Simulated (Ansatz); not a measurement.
Structure from Materials Project entry mp-19210 (possibly hypothetical), not relaxed further.

Input and log of a run on CoPtO₂: DFT, r2SCAN, PAW with Ansatz's default frozen-core files, scalar-relativistic (Ansatz 0.2.0).

Command: `ansatz run input.yaml --threads 1 --pin off --max-ram 4096MiB --backend cpu --events-out ev --progress --plain --runs-dir out` The run took 2.1 min on 1 thread of Arm Neoverse V2, with other jobs on the host, peak memory 0.87 GiB.

```yaml
crystal:
  lattice:
    - [1.4122699173, 0.8153744169, 5.9393891094]
    - [-1.4122699173, 0.8153744169, 5.9393891094]
    - [0.0, -1.6307488338, 5.9393891094]
  atoms:
    - { symbol: Co, position: [0.5, 0.5, 0.5] }
    - { symbol: Pt, position: [0.0, 0.0, 0.0] }
    - { symbol: O, position: [0.88775597, 0.88775597, 0.88775597] }
    - { symbol: O, position: [0.11224403, 0.11224403, 0.11224403] }
kpoints:
  mp_grid: { grid: [17, 17, 17] }
  band_path:
    path:
      - [0.0, 0.0, 0.0]
      - [0.5, 0.5, 0.5]
      - [0.820769003, 0.179230997, 0.5]
      - [0.5, -0.179230997, 0.179230997]
      - [0.5, 0.0, 0.0]
      - [0.0, 0.0, 0.0]
      - [0.3396154985, -0.3396154985, 0.0]
      - [0.6603845015, 0.0, 0.3396154985]
      - [0.5, 0.0, 0.5]
    npoints: 14
scf:
  occupations: { method: fermi_dirac, width: 0.05 }
hamiltonian:
  xc: r2scan
  pseudopotentials: { kind: paw }
output:
  forces: true
  stress: true
  eigenvalues: true
  efg: { contact_densities: true }
  populations: true
  bader: true
  dos: { projected: true, de: 0.2, e_range: [-14, 8] }
  write_density: true
  write_potential: true
  elf: true
  volumetric_format: npy
```

The log:

```
basis.fft_grid_basis auto: the FFT boxes are laid along the combinations [[1, -1, 0], [0, 1, 0], [0, -1, 1]] of the cell's own vectors, 2.825, 6.159 and 2.825 Å long. The dense box has 24×45×24 points. Along the cell's own vectors, as sized, it would have 45×45×45, 3.52 times as many. Of the 12 symmetry operations that the crystal satisfies within crystal.symmetry.tolerance (time reversal apart; of a slab, those that keep its plane) the dense box along the cell's own vectors carries 12, and the one as laid loses 8 of those. basis.fft_grid_basis: typed keeps the cell's own vectors: state it where this run's energies or levels are differenced outside the engine with another run's, or held beside a run that keeps those vectors. Those combinations have planes normal to reciprocal vector 3, as the cell's own vectors have. Each planar average written beside output.write_density, output.write_potential has a row for each plane of the box: 24. The volumetric files lie along those combinations, not along the cell's own vectors: a cube or XSF file states them, and fields.json those of NumPy files.
Pt: output.efg is read without spin–orbit coupling, which moves field gradients at and beside such atoms by some per cent and up to a factor of two; PAW files take it under magnetization.noncollinear and magnetization.spin_orbit
Engine: ansatz 0.2.0
Pseudopotentials: kind: paw
Pseudopotential: Co, paw, valence charge 17, recommended cutoff 500 eV (meta_gga)
Pseudopotential: Pt, paw, valence charge 18, recommended cutoff 500 eV (meta_gga)
Pseudopotential: O, paw, valence charge 6, recommended cutoff 500 eV (meta_gga)
Functional definition: r2SCAN
  parameter k0 = 0.174
  parameter k1 = 0.065
  parameter a1 = 4.9479
  exchange = r2scan_x(k0 = k0, k1 = k1, a1 = a1)
  correlation = r2scan_c
Crystal: 4 atoms, lattice volume = 41.036 Å³
Basis set: ecut = 500 eV, 1041 PW (Γ), FFT grids on a1−a2, a2, −a2+a3, exchange–correlation on 96×180×96 points (64 copies of the dense FFT grid, shifted against one another)
Bands: 29, of which v1, the nominal top of the filled ones, is band 24 counted from 1 (23 counted from 0)
Symmetry: 12 space group operations
Space group: R-3m (ITA 166), of the structure as read, at distance tolerance 3.4e-5 Å
k-points: 489 of 4913
Non-local potential: Co, projectors of the file, l = 0: 3, l = 1: 2, l = 2: 3, l = 3: 1
Non-local potential: Pt, projectors of the file, l = 0: 3, l = 1: 2, l = 2: 2, l = 3: 1
Non-local potential: O, projectors of the file, l = 0: 2, l = 1: 2, l = 2: 1
PAW form: soft (Blöchl's): semilocal exchange-correlation on the pseudo side does not see the compensation charge
PAW frozen core: Co, regenerated for the run's functional (the file was generated under x = pbe(κ = 0.804, μ = 0.2195149727645171), c = pbe(β = 0.06672455060314922))
PAW frozen core: Pt, regenerated for the run's functional (the file was generated under x = pbe(κ = 0.804, μ = 0.2195149727645171), c = pbe(β = 0.06672455060314922))
PAW frozen core: O, regenerated for the run's functional (the file was generated under x = pbe(κ = 0.804, μ = 0.2195149727645171), c = pbe(β = 0.06672455060314922))
PAW one-centre angular grid: Co, 590 points (default); XC on 160 Gauss nodes
PAW one-centre angular grid: Pt, 590 points (default); XC on 160 Gauss nodes
PAW one-centre angular grid: O, 302 points (default); XC on 160 Gauss nodes
Initial density: superposition of atomic densities (neutral atoms: chi_scale 0, normalization atom), corrected by the library's trained network
Initial wavefunctions: pseudopotential atomic-orbital guess
Functional: x = r2scan, c = r2scan; τ floored in thin density (d = 2e-4 eV/Å³)
SCF iter   1: F=—  HF=-18804.474279 eV  |F-HF|=—  |Δ(HF+E_count)|=         —  Δρ=2.41e-2  dr2=2.14e-1  dr2_τ=3.00e-1  ethr=1.77e-3  ⟨swp⟩=6.3  Hψ=57105  notcnv=0
preconditioner: auto → Kerker (q_TF=auto, 2.791 Å⁻¹)  [metal: Δε(μ)=0.062 eV  Ē_g=11.550 eV  σ=0.050 eV  W_gap=0.30  n_scr=16 (ndim 8)  ℏωp=32.3 eV  f_vac=0.005  D(μ)=0.82/eV (n_scr^D=2)]
SCF iter   2: F=—  HF=-18804.617443 eV  |F-HF|=—  |Δ(HF+E_count)|=   1.43e-1  Δρ=1.98e-2  dr2=6.87e-2  dr2_τ=5.16e-3  ethr=4.55e-4  ⟨swp⟩=2.9  Hψ=30370  notcnv=0  defer=248
SCF iter   3: F=—  HF=-18804.609464 eV  |F-HF|=—  |Δ(HF+E_count)|=   7.98e-3  Δρ=7.76e-3  dr2=1.75e-2  dr2_τ=1.15e-3  ethr=1.46e-4  ⟨swp⟩=2.0  Hψ=18961  notcnv=0  defer=248
SCF iter   4: F=—  HF=-18804.610850 eV  |F-HF|=—  |Δ(HF+E_count)|=   1.39e-3  Δρ=3.07e-3  dr2=2.15e-3  dr2_τ=3.85e-4  ethr=3.72e-5  ⟨swp⟩=2.3  Hψ=22800  notcnv=0  defer=138
SCF iter   5: F=—  HF=-18804.610810 eV  |F-HF|=—  |Δ(HF+E_count)|=   3.94e-5  Δρ=1.21e-3  dr2=3.99e-4  dr2_τ=3.02e-5  ethr=4.57e-6  ⟨swp⟩=1.1  Hψ=15215  notcnv=0  defer=114
SCF iter   6: F=—  HF=-18804.610785 eV  |F-HF|=—  |Δ(HF+E_count)|=   2.56e-5  Δρ=3.13e-4  dr2=8.26e-5  dr2_τ=1.37e-6  ethr=8.49e-7  ⟨swp⟩=2.0  Hψ=24748  notcnv=0  defer=113
SCF iter   7: F=—  HF=-18804.610777 eV  |F-HF|=—  |Δ(HF+E_count)|=   7.93e-6  Δρ=2.95e-4  dr2=4.86e-5  dr2_τ=4.11e-7  ethr=1.76e-7  ⟨swp⟩=2.0  Hψ=21175  notcnv=0  defer=110
SCF iter   8: F=—  HF=-18804.610771 eV  |F-HF|=—  |Δ(HF+E_count)|=   6.36e-6  Δρ=4.31e-5  dr2=1.26e-6  dr2_τ=2.45e-8  ethr=1.03e-7  ⟨swp⟩=1.2  Hψ=14186  notcnv=0  defer=110
SCF iter   9: F=—  HF=-18804.610771 eV  |F-HF|=—  |Δ(HF+E_count)|=   6.90e-8  Δρ=1.79e-5  dr2=1.36e-7  dr2_τ=1.53e-8  ethr=2.68e-9  ⟨swp⟩=2.5  Hψ=23056  notcnv=0  defer=110
SCF iter  10: F=—  HF=-18804.610771 eV  |F-HF|=—  |Δ(HF+E_count)|=   2.13e-8  Δρ=1.93e-5  dr2=1.28e-7  dr2_τ=3.83e-9  ethr=2.13e-10  ⟨swp⟩=10.4  Hψ=95288  notcnv=0
SCF iter  11: F=-18804.610771 eV  HF=-18804.610771 eV  |F-HF|=9.24e-10  |Δ(HF+E_count)|=   1.04e-8  Δρ=1.76e-6  dr2=1.75e-9  dr2_τ=9.79e-11  ethr=2.13e-10  ⟨swp⟩=7.0  Hψ=81272  notcnv=0
SCF 1 converged in 11 iterations: F = -18804.610771 eV  dr2 = 1.75e-9
  greatest PAW one-centre occupation: 1.002 electrons in one spin orbital (limit 2), on the Co atom at site 0 (counted from 0), in its partial waves of l = 1
NSCF: frozen V_eff on 113 k-points
SCF converged after 11 iterations
Free energy (F): -18804.610771 eV
Harris-Foulkes:  -18804.610771 eV  (|F-HF|=9.24e-10)
Internal energy: -18804.604596 eV  (E = F + TS)
E sigma→0 (E₀):  -18804.607683 eV
Entropy (-TS):   -0.006175 eV (-1.544 meV/atom)
Fermi energy:    16.498237 eV
--- Per-component energies (eV) ---
  E_band       = -528.595105
  E_kinetic    = 1440.653266
  E_local      = -5691.890861  (includes V_loc(G=0)·N_el)
  E_nonlocal   = 754.582589
  E_hartree    = 2283.225223
  E_xc         = -552.941846
  E_vxc        = -774.910625  (∫ρ·V_xc dr)
  E_paw        = -11320.893523  (= ΣΔE_a)
  E_vpaw       = -872.063222  (= ΣTr[D̂ρ^β])
  E_aug_tail   = 0.002352  (compensation charges beyond the density's cutoff)
  E_vtau       = 48.579522  (kinetic-family band-sum trace: ∫τ·v_τ [+ j·A + Jᵃ·Aᵃ] dr)
  E_ewald      = -5716.751213
  E_core_change = -0.590582  (= ΣΔE_core)
  E_smearing   = -0.006175  (= −TS)
  E_closure    = 0.000000  (closes the sum)
  Σ components = -18804.610771   (vs F -18804.610771, Δ=0.00e0)
--- Forces (eV/Å), atoms counted from 1 ---
  atom   1  Co     0.00000000    -0.00000000    -0.00000000
  atom   2  Pt    -0.00000000     0.00000000    -0.00000000
  atom   3  O      0.00000000     0.00000000    -0.05992026
  atom   4  O      0.00000000    -0.00000000     0.05992026
  max |Σ_I F_I| component: 2.08e-17 eV/Å
--- Stress (GPa, compression-positive) ---
       -0.848137       0.000000      -0.000000
        0.000000      -0.848137       0.000000
        0.000000       0.000000      -0.779589
  P = ⅓ Tr σ = -0.8253 GPa (-8.253 kbar)
--- PAW observables at the nuclei: V_zz in 10²¹ V/m², potentials from the cell's mean, atoms counted from 1 ---
  atom   1  Co V_zz =    +1.648360   η = 0.0000   by run symmetry: allowed
            electrostatic potential = -3391.703072 V   contact ρ = 114574.831124 e/Å³
  atom   2  Pt V_zz =    +8.946962   η = 0.0000   by run symmetry: allowed
            electrostatic potential = -16119.065170 V   contact ρ = 12079149.258228 e/Å³
  atom   3  O  V_zz =    +4.722327   η = 0.0000   by run symmetry: allowed
            electrostatic potential = -630.802459 V   contact ρ = 2151.620692 e/Å³
  atom   4  O  V_zz =    +4.722327   η = 0.0000   by run symmetry: allowed
            electrostatic potential = -630.802459 V   contact ρ = 2151.620692 e/Å³
--- Band table (eV; the first three rows and the last of 489) ---
  k-point 0: bands = ["-84.3700", "-83.0107", "-44.8713", "-44.8713", "-44.8280", "-38.3547", "-37.6378", "-37.6378", "-6.4525", "-4.5337", "6.4097", "9.1343", "9.5848", "9.5848", "11.6154", "12.8274", "12.8274", "13.0764", "13.0764", "13.9277", "13.9277", "14.3393", "14.6719", "14.6719", "18.4585", "18.4585", "19.4902", "22.4125", "25.9273"]
  k-point 1: bands = ["-84.3694", "-83.0105", "-44.8739", "-44.8719", "-44.8276", "-38.3534", "-37.6485", "-37.6404", "-6.4118", "-4.5305", "6.4638", "9.2393", "9.4551", "9.6060", "11.7266", "12.5667", "12.6795", "13.0354", "13.1801", "13.9710", "13.9899", "14.3583", "14.5994", "14.7110", "18.3721", "18.4290", "19.5494", "22.6339", "26.0323"]
  k-point 2: bands = ["-84.3676", "-83.0098", "-44.8812", "-44.8736", "-44.8264", "-38.3498", "-37.6791", "-37.6480", "-6.2930", "-4.5220", "6.6180", "9.1551", "9.5340", "9.6667", "11.8995", "12.0489", "12.3727", "12.9042", "13.4457", "13.9267", "14.0787", "14.3641", "14.5343", "14.8309", "18.1562", "18.3484", "19.7011", "23.2252", "26.3382"]
  k-point 488: bands = ["-84.3694", "-83.0105", "-44.8739", "-44.8719", "-44.8276", "-38.3535", "-37.6485", "-37.6404", "-6.1721", "-4.8965", "8.0529", "8.7592", "9.5015", "9.7585", "10.0036", "11.8951", "12.0459", "13.0270", "13.1762", "14.0207", "14.0384", "14.9512", "15.4618", "15.5114", "17.9689", "18.0445", "20.7711", "21.5844", "25.8254"]
--- Löwdin populations: 4 sites ---
  site symbol       q [e]
     0     Co     15.8665
     1     Pt     17.5340
     2      O      6.7034
     3      O      6.7034
  spilling = 0.004100 (of n_electrons = 47.000000)
--- Bader charges: 4 sites ---
  site symbol  charge [e]  shift [e]
     0     Co      1.4661     0.0076
     1     Pt      0.4884     0.0009
     2      O     -0.9772     0.0043
     3      O     -0.9772     0.0043
  estimated error of the sums over rays = 3.4e-4 e
```

Spin polarisation is left out, and whether a magnetic state lies lower isn't shown here.
